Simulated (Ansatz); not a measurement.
BeCl$_{2}$:
```cif
data_Be4Cl8
_chemical_formula_sum 'Be4 Cl8'
_space_group_name_H-M_alt 'Ibam'
_space_group_IT_number 72
_space_group_name_Hall '-I 2 2c'
_cell_length_a 5.03100
_cell_length_b 9.40003
_cell_length_c 5.12665
_cell_angle_alpha 90.000
_cell_angle_beta 90.000
_cell_angle_gamma 90.000
loop_
_space_group_symop_operation_xyz
  'x, y, z'
  '-x, -y, -z'
  '-x, -y, z'
  'x, y, -z'
  'x, -y, -z+1/2'
  '-x, y, z+1/2'
  '-x, y, -z+1/2'
  'x, -y, z+1/2'
  'x+1/2, y+1/2, z+1/2'
  '-x+1/2, -y+1/2, -z+1/2'
  '-x+1/2, -y+1/2, z+1/2'
  'x+1/2, y+1/2, -z+1/2'
  'x+1/2, -y+1/2, -z'
  '-x+1/2, y+1/2, z'
  '-x+1/2, y+1/2, -z'
  'x+1/2, -y+1/2, z'
loop_
_atom_site_label
_atom_site_type_symbol
_atom_site_symmetry_multiplicity
_atom_site_Wyckoff_symbol
_atom_site_fract_x
_atom_site_fract_y
_atom_site_fract_z
_atom_site_occupancy
Be1 Be 4 a 0.00000 0.00000 0.25000 1
Cl1 Cl 8 j 0.21657 0.11604 0.00000 1
```
(The calculation used a cell of 6 atoms; values per cell refer to that cell.)

Relaxed with LDA. DFT-LDA in the program Ansatz with PAW potentials gives a gap of 5.96 eV.

**Question.** What gap does HSE06 give on the same cell (Ansatz, PAW)?

**Answer.** 7.69 eV, 1.72 eV more. The hybrid was solved on a coarser mesh and at special points; its gap is the smallest among all of these.

Cost on shared cores: the LDA run (SCF on a 8×8×8 mesh, then bands and DOS) about 120 core-seconds (a rough figure), the HSE06 run (SCF on 5×5×5, then a few points) around 4 core-minutes (rough); the tasks are unlike.

The first step of the workflow began from a Materials Project structure, measured or hypothetical; the Crystallography Open Database files this formula in space group No. 72, but the cells were not matched. Its standing as an ambient phase is unchecked. Symmetry was held in the LDA relaxation; its stability against distortions is not shown here. A crystal of weakly bound chains computed without a dispersion correction: the cell and the soft elastic constants depend strongly on that.

Potentials: the later of the program's two PAW sets.
